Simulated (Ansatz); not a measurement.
In₂TeO₂:
```cif
data_In2O2Te
_chemical_formula_sum 'In2 Te1 O2'
_space_group_name_H-M_alt 'P-3m1'
_space_group_IT_number 164
_space_group_name_Hall '-P 3 2"'
_cell_length_a 3.79647
_cell_length_b 3.79647
_cell_length_c 7.03871
_cell_angle_alpha 90.000
_cell_angle_beta 90.000
_cell_angle_gamma 120.000
loop_
_atom_site_label
_atom_site_type_symbol
_atom_site_symmetry_multiplicity
_atom_site_Wyckoff_symbol
_atom_site_fract_x
_atom_site_fract_y
_atom_site_fract_z
_atom_site_occupancy
In1 In 2 d 0.33333 0.66667 0.19292 1
Te1 Te 1 b 0.00000 0.00000 0.50000 1
O1 O 2 d 0.66667 0.33333 0.11961 1
```

This is the r²SCAN-relaxed structure.

Task: All from the program Ansatz at the r²SCAN level (PAW), unless another level is named. Give the electronic character.

Result: metallic (no gap).

Task: Give the formation energy from the elements (no fitted shifts).

Result: -1.09 eV/atom.

Task: What about the density of states at the Fermi level?

Result: 0.22 states/eV per atom (mean over ±0.08 eV).

The start of the workflow was typed in or built on a structure type; neither database checked (COD, Materials Project) lists it. Whether it is the stable phase at ambient conditions was not checked. The r²SCAN relaxation kept the symmetry of its start; its stability against distortions is not shown here. The references are the lowest solids computed at this level, not always the standard phases (solids in place of the gases). Scalar-relativistic: spin–orbit coupling is off unless named, which matters more the heavier the elements.

Potentials: the later of the program's two PAW sets.
